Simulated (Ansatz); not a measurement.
System: InP (zinc blende type), 2 atoms in the cell.

These are results of PBE, plane waves, PAW datasets (earlier set, tuned by hand) in Ansatz 0.2.0 development build, not measurements.

Cutoff 710 eV; k-mesh 8×8×8 Γ-centred; Fermi–Dirac smearing of 0.1 eV; no spin polarisation; no spin–orbit coupling.

```xyz
2
Lattice="0.0000 2.9800 2.9800 2.9800 0.0000 2.9800 2.9800 2.9800 0.0000" Properties=species:S:1:pos:R:3 pbc="T T T"
In    0.0000    0.0000    0.0000
P     1.4900    1.4900    1.4900
```

(1) Is the cell under compression or tension, and by how much?

Answers

(1) The pressure is 0.00 GPa, close to zero.

The stress includes the program's correction for the finite plane-wave basis.
